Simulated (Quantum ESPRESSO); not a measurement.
Kohn-Sham bands of SiNi (Pmmn)

```
CELL_PARAMETERS angstrom
      2.94277     0.00000     0.00000
      0.00000     3.28033     0.00000
      0.00000     0.00000     4.67745
ATOMIC_POSITIONS crystal
  Si 0.00000 0.00000 0.15686
  Si 0.50000 0.50000 0.84314
  Ni 0.00000 0.00000 0.65750
  Ni 0.50000 0.50000 0.34250
```

Cell from Materials Project (mp-999192), symmetrised, no further relaxation. Not found in the COD (Crystallography Open Database) copy used, which has the formula in other groups; not checked further. Method: PBEsol plane waves in Quantum ESPRESSO 7.5 (PseudoDojo norm-conserving files, 79 Ry, no spin polarisation, no spin-orbit coupling), Bloch states on a 8×8×6 mesh through Γ, Wannier90 4.0.1. Density: 10×10×8 mesh, cold smearing 0.01 Ry. A non-magnetic state is assumed; magnetic ones were not tried.

Task: List the Kohn-Sham levels between −8 and 3.0 eV relative to the Fermi level at the high-symmetry points, as a band run of pw.x on that density gives them (levels within 2 meV counted together).

Result: 
| point | k (reciprocal lattice) | levels (eV) |
|---|---|---|
| Γ | 0.000 0.000 0.000 | -6.66, -4.26, -3.77, -2.96, -2.88, -2.79, -2.68, -2.67, -2.29, -2.01, -1.97, -1.31, 1.30, 2.80 |
| X | 0.500 0.000 0.000 | -5.20 (×2), -3.90 (×2), -3.81 (×2), -2.60 (×2), -2.56 (×2), -1.52 (×2), 1.83 (×2) |
| S | 0.500 0.500 0.000 | -6.73 (×2), -3.75 (×2), -3.52 (×2), -3.31 (×2), -2.04 (×2), -1.53 (×2), 1.65 (×2), 2.01 (×2) |
| Y | 0.000 0.500 0.000 | -5.29 (×2), -4.32 (×2), -3.29 (×2), -2.74 (×2), -2.22 (×2), -2.13 (×2), 1.22 (×2) |
| Z | 0.000 0.000 0.500 | -5.51, -4.00, -3.98, -3.06, -3.01, -2.87, -2.84, -2.74, -2.66, -2.06, 1.17, 1.65, 2.04, 2.48, 2.98 |
| U | 0.500 0.000 0.500 | -6.86 (×2), -4.14 (×2), -3.84 (×2), -2.42 (×2), -2.22 (×2), -1.32 (×2) |
| R | 0.500 0.500 0.500 | -7.34 (×2), -6.84 (×2), -4.97 (×2), -3.70 (×2), -2.80 (×2), -2.07 (×2), -1.46 (×2), -0.36 (×2), 1.10 (×2) |
| T | 0.000 0.500 0.500 | -7.41 (×2), -3.88 (×2), -3.46 (×2), -2.52 (×2), -2.00 (×2), -1.99 (×2) |
